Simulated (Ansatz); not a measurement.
Trial structure of TePb₄Se₃, not yet relaxed:

```cif
data_structure
_symmetry_space_group_name_H-M 'P4/mmm'
_symmetry_Int_Tables_number 123
_cell_length_a 4.4143
_cell_length_b 4.4143
_cell_length_c 12.4857
_cell_angle_alpha 90.000
_cell_angle_beta 90.000
_cell_angle_gamma 90.000
_cell_volume 243.30
loop_
_atom_site_label
_atom_site_type_symbol
_atom_site_symmetry_multiplicity
_atom_site_Wyckoff_symbol
_atom_site_fract_x
_atom_site_fract_y
_atom_site_fract_z
_atom_site_occupancy
Te1 Te 1 a 0.00000 0.00000 0.00000 1
Pb1 Pb 2 g 0.00000 0.00000 0.75000 1
Pb2 Pb 1 c 0.50000 0.50000 0.00000 1
Pb3 Pb 1 d 0.50000 0.50000 0.50000 1
Se1 Se 2 h 0.50000 0.50000 0.25000 1
Se2 Se 1 b 0.00000 0.00000 0.50000 1
```

The calculation used DFT PBE, scalar-relativistic, plane waves, PAW in Ansatz 0.2.0. Settings: cutoff 420 eV, Γ-centred mesh 4×4×2 on the computed 8-atom cell, Gaussian smearing of 0.10 eV; no spin polarisation.

Formation energies are uncorrected and refer to the elements' standard structures at the same level.

Task: What does a single point on this coarse mesh give?

Result: The pressure is 1.7 GPa (the mean over three directions, positive in compression), the largest force is 0.45 eV/Å, and the energy is −0.49 eV/atom against the elements. The shortest distance is 3.12 Å.

Task: Is it a good guess?

Result: A good one: relaxing gains under 0.03 eV/atom in 8 ionic steps and ends at −0.506 eV/atom on the finer mesh. The symmetry stays P4/mmm (No. 123). The volume per atom grows by 3.5 %, from 30.4 to 31.5 Å³. The shortest distance goes from 3.12 Å (Pb–Se and Te–Pb) to 3.06 Å (Pb–Se). Conventional cell: a = 4.469 Å, c = 12.610 Å. Around Te lie 6 Pb at 3.16–3.25 Å; Pb on a site of symmetry 4mm is surrounded by 5 Se at 3.06–3.16 Å and 1 Te at 3.25 Å; Se on a site of symmetry 4mm is surrounded by 6 Pb at 3.12–3.18 Å; 3 more sites not described.

The last run used an 8×8×4 mesh (in the run's order of axes) for its 8-atom cell and Gaussian smearing of 0.01 eV. Spin–orbit coupling, which can matter for Pb and Te, is left out. The reference forms of Se and Te are held partly by dispersion forces, which this level lacks. The relaxation can't lower the symmetry of the start, and the grade says only how near the guess is to its own end. Symmetry constrained the relaxation, so the result can be a saddle point.
